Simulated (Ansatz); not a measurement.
Here is an unrelaxed guess for In4P.

```
CELL_PARAMETERS angstrom
4.98669 0.00000 0.00000
0.00000 4.98669 0.00000
0.00000 0.00000 4.98669
ATOMIC_POSITIONS crystal
In 0.00000 0.00000 0.00000
In 0.50000 0.50000 0.00000
In 0.50000 0.00000 0.50000
In 0.00000 0.50000 0.50000
P 0.50000 0.50000 0.50000
```

Method: DFT PBE, scalar-relativistic, plane waves, PAW (Ansatz). Cutoff 420 eV; k points 4×4×4 on the computed 5-atom cell (Γ-centred); Gaussian smearing, width 0.10 eV; no spin polarisation.

The zero of energy is the elements' standard structures at the same level; no fitted shifts are applied. The references include black phosphorus.

Q: Estimate its pressure, forces and energy as it stands.

A: The pressure is 11.2 GPa (it wants to expand), the largest force is 0.00 eV/Å (symmetry fixes the atoms), and the energy is +0.45 eV/atom against the elements. The shortest distance is 2.49 Å.

Q: Is it a good guess?

A: A fair one: relaxing gains about 0.18 eV/atom (the start's value is from the coarse mesh, so the gain is rough) in 10 ionic steps and ends at +0.26 eV/atom on the finer mesh. The symmetry stays Pm-3m (No. 221). The volume per atom grows by 18.9 %, from 24.8 to 29.5 Å³. The shortest distance goes from 2.49 Å (In–P) to 2.64 Å (In–P). Conventional cell: a = 5.282 Å. Around In on a site of symmetry m-3m lie 12 In at 3.74 Å; In on a site of symmetry 4/mmm has 2 P at 2.64 Å and 12 In at 3.74 Å; P has 6 In at 2.64 Å.

The last run used an 8×8×8 mesh for its 5-atom cell and Gaussian smearing of 0.10 eV. The cell is a metal run without spin; a magnetic state may lie lower. The reference form of P is held partly by dispersion forces, which this level lacks. The relaxation can't lower the symmetry of the start, and the grade says only how near the guess is to its own end. A structure relaxed within its symmetry needn't be a true minimum. Another cell of In4P relaxed alike, in Im-3m, lies 43 meV/atom lower, so this cell isn't the stable form at this level.
